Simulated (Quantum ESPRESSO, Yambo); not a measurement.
CsHF2 (space group I4/mcm, No. 140). The geometry is that of Materials Project entry mp-24668, symmetrised and not relaxed again. Chain: PBEsol (pw.x of Quantum ESPRESSO, ONCV potentials, without SOC); G0W0 in Yambo (2×2×2 Γ-centred k mesh, 207 bands and a 7 Ry block in the screening, 207 bands in G with the Bruneval-Gonze terminator, plasmon pole fitted at 27.2 eV); BSE (4×4×4 mesh, 14 valence and 9 conduction bands, static screening with 78 bands and a 3 Ry block, scissor 3.51 eV, Tamm-Dancoff).

```json
{
 "PBEsol gap (dense path)": "6.56 eV",
 "PBEsol gap Γ → Γ on the GW mesh": "6.56 eV",
 "PBEsol smallest direct gap on the GW mesh, at Γ": "6.56 eV",
 "G0W0 direct gap at that point": "10.08 eV",
 "G0W0 correction to the gap Γ → Γ": "3.51 eV",
 "direct gap on the BSE mesh, with the scissor": "10.08 eV",
 "first BSE state allowed for light along x": "9.07 eV",
 "lowest BSE state": "8.71 eV",
 "binding_of_the_lowest_exciton": "1.37 eV",
 "RPA electronic dielectric constant along x": "2.05 (4×4×4 mesh, PBEsol bands)"
}
```

Rough cost of the Yambo steps against G0W0 for 8 states: BSE about 4×, one RPA spectrum about 1/3.

Nearest settings tried, and what they do to the gap: 133 bands in G: +6 meV; 133 bands in W, 133 bands in G: +57 meV; 6 Ry block (265 vectors against 315): +9 meV. Not varied: mesh. So the settings aren't converged at that level. The k mesh is coarse. The BSE states are vertical excitations (zero momentum). Convergence of the RPA response with its 4×4×4 mesh was not tested. On a 2×2×2 mesh the exciton binding is 1.86 eV, so it isn't converged. Axes are Cartesian, with cell vectors (Å) (-3.06, 3.06, 3.89), (3.06, -3.06, 3.89), (3.06, 3.06, -3.89).

The structure is a Materials Project entry; no match was found in the copy of COD used, and its stability was not checked.
